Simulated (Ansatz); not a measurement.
## NiO₂: axial (c/a) deformation path

Level of theory: DFT PBEsol, scalar-relativistic, plane waves, PAW in Ansatz 0.2.0. The runs took a 420 eV cutoff, a Γ-centred 12×12×6 mesh and Gaussian smearing (0.05 eV). No spin polarisation. A magnetic state may lie lower. Energies are free energies at this smearing, counted from the undisturbed cell; pressure is positive in compression.

Zero of the scan (relaxed at this level; it needn't be the usual structure):

```
Ni O
1.0
     2.78453    0.00000    0.00000
    -1.39226    2.41147    0.00000
     0.00000    0.00000    4.87891
Ni O
1 2
Cartesian
  0.0000 0.0000 2.4395
  1.3923 0.8038 3.3723
  0.0000 1.6076 1.5066
```

The cell holds layers and no dispersion correction was added, so their binding is poorly described.

At fixed volume and fractional coordinates, lengths along (0.000, 0.000, 1.000) are scaled against those across it; ρ is that ratio over its starting value.

```tsv
ρ	ΔE (meV/atom)	pressure (GPa)	gap on the mesh (eV)
0.800	139.1	?	?
0.850	76.7	?	?
0.920	21.1	-4.9	0.87
0.960	5.2	-2.4	0.96
1.000	0.0	0.0	1.04
1.050	7.5	2.8	1.14
1.100	29.4	5.4	1.24
1.200	111.2	10.1	1.39
1.300	235.4	14.0	1.43
```

**Question.** Give the withheld values.

**Answer.** pressure (GPa) at ρ = 0.800: -13.1; gap on the mesh (eV) at ρ = 0.800: 0.48; pressure (GPa) at ρ = 0.850: -9.6; gap on the mesh (eV) at ρ = 0.850: 0.63.

Cost: 9 runs of about 0.29 core-minutes in all, on Intel Xeon 6975P-C (Granite Rapids) (shared hosts).